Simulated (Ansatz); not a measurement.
K$_{2}$Ca(CO$_{3}$)$_{2}$, in the lowest of the structures calculated here: R-3m, hexagonal axes (No. 166), hR11; a = b = 5.3811 Å, c = 18.0004 Å, α = β = 90.00°, γ = 120.00°; K 6c (0.000, 0.000, 0.209); Ca 3a (0.000, 0.000, 0.000); C 6c (0.000, 0.000, 0.413); O 18h (0.195, 0.390, 0.080). The numbers are results of r2SCAN (plane waves to 500 eV, PAW, scalar-relativistic; Ansatz, a first-principles code), not measurements. Element references, the lowest calculated here: C (R-3m), Ca (Fm-3m), K (Im-3m), O (C2/m, ferromagnetic, forced by one molecule a cell; α-O2 is antiferromagnetic); gases are represented by their molecular solids.

Question: What is the computed formation energy of this R-3m form of K2Ca(CO3)2 from the elements (r2SCAN)?

Answer: -2.16 eV/atom.

Static energies, no anion corrections, no zero-point energy. Values are rounded to 0.01 eV/atom. The compounds carry no spin polarisation.
